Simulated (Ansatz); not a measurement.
**VBiO4: from a starting cell to a relaxed one**

The start is a generated cell, VBiO4 placed in the AFLOW prototype AB4C_hP6_191_a_h_b (as in MgAlB4). The structure is fully relaxed (lattice and positions, P = 0) with PBEsol (plane waves to 420 eV, PAW, scalar-relativistic; Ansatz, a program for electronic structure). The first steps use a coarse 8×8×3 k-mesh.

Initial structure:
```yaml
crystal:
  lattice:
    - [3.39925, 0.00000, 0.00000]
    - [-1.69963, 2.94384, 0.00000]
    - [0.00000, 0.00000, 7.49497]
  atoms:
    - { symbol: V, position: [0.00000, 0.00000, 0.50000] }
    - { symbol: Bi, position: [0.00000, 0.00000, 0.00000] }
    - { symbol: O, position: [0.33333, 0.66667, 0.24130] }
    - { symbol: O, position: [0.66667, 0.33333, 0.24130] }
    - { symbol: O, position: [0.66667, 0.33333, 0.75870] }
    - { symbol: O, position: [0.33333, 0.66667, 0.75870] }
```
Spin-polarised start, with parallel moments on V.

```json
{
  "outcome": "The space group stays P6/mmm (No. 191) (the run could not lower it), with 6 atoms in the primitive magnetic cell",
  "energy_released": "0.87 eV/atom",
  "Shortest distances (start → end)": "The closest pairs of elements (up to four, under 3.6 Å), start → end: O–O 1.96 → 2.07 Å; O–V 2.76 → 2.38 Å; Bi–O 2.67 → 2.62 Å; Bi–V 3.75 → 2.78 Å",
  "band_gap_at_the_end": "zero (metallic)",
  "optimiser_moves": "20"
}
```

The end point of the relaxation:

Space group P6/mmm (No. 191); a = b = 3.584 Å, c = 5.564 Å, α = β = 90.00°, γ = 120.00°

| atom | site | symmetry | x | y | z |
|---|---|---|---|---|---|
| V | 1b | 6/mmm | 0.0000 | 0.0000 | 0.5000 |
| Bi | 1a | 6/mmm | 0.0000 | 0.0000 | 0.0000 |
| O | 4h | 3m. | 0.3333 | 0.6667 | 0.2888 |

Final values are on a 15×15×9 k-mesh of the relaxed cell. Spin state reached: ferromagnetic (net 0.15 μB/atom), from parallel starting moments; other spin orders were not run from this start. The d or f electrons are treated with no Hubbard U.

The run could not lose the symmetry of its start: the end is stationary, and may be a saddle point rather than a minimum.

The relaxed structure here is a generated cell of VBiO4: the first start was made by placing the elements on the sites of a structure type, and the end was not matched to a known phase here, so it may be hypothetical. Known forms of VBiO4 include space group No. 88.
